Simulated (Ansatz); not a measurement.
System: GaSb (zinc blende type), 2 atoms in the cell.

The calculation used HSE06, plane waves, PAW datasets (earlier set, tuned by hand) (Ansatz 0.2.0 development build).

Cutoff 1020 eV; exchange singularity: regularized; k-mesh 6×6×6 Γ-centred; Fermi–Dirac smearing of 0.02 eV; no spin polarisation; no spin–orbit coupling.

```yaml
crystal:
  lattice:
    - [0.00000, 3.11000, 3.11000]
    - [3.11000, 0.00000, 3.11000]
    - [3.11000, 3.11000, 0.00000]
  atoms:
    - { symbol: Ga, position: [0.00000, 0.00000, 0.00000] }
    - { symbol: Sb, position: [0.25000, 0.25000, 0.25000] }
```
Lattice in Å, positions in fractions of it.

Is the cell under compression or tension, and by how much?

The pressure is -1.90 GPa, so at these settings the cell is stretched and would shrink.

The stress includes the program's correction for the finite plane-wave basis.
